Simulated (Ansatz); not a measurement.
## Is this NbTl₄ structure a true minimum?

The structure comes from a generated guess, relaxed at this level; another structure or a mixture of phases may lie lower.

All numbers below come from Ansatz 0.2.0, DFT PBE, scalar-relativistic, plane waves, PAW. Cutoff 420 eV; k points 8×8×8 on the computed 5-atom cell (Γ-centred); Gaussian smearing, width 0.10 eV; no spin polarisation.

The cell below (5 atoms, space group Im-3m (No. 229)) is relaxed within its symmetry.

```
CELL_PARAMETERS angstrom
-3.36340 3.36340 3.36340
3.36340 -3.36340 3.36340
3.36340 3.36340 -3.36340
ATOMIC_POSITIONS crystal
Nb 0.00000 0.00000 0.00000
Tl 0.00000 0.00000 0.50000
Tl 0.50000 0.00000 0.00000
Tl 0.50000 0.50000 0.50000
Tl 0.00000 0.50000 0.00000
```

For the test a repeat of it with 10 atoms (edges 5.83, 5.83, 9.51 Å) was strained at random (σ = 1.5 % a component), the atoms were moved at random (σ = 0.05 Å), and all was relaxed again on a coarse 4×4×4 mesh (in the run’s order of axes) with 0.20 eV smearing, with no symmetry imposed.

These runs have no spin–orbit coupling, which can matter for Tl.

Question: What happens?

Answer: It returns, within 1 meV/atom of the unmoved cell on that mesh and with the same symmetry when read at 0.1 Å (C2 at 0.01 Å, so small strains and shifts remain). So it is stable against the distortions that fit this cell and that this random move excites. Modes that don't fit the cell aren't tested.
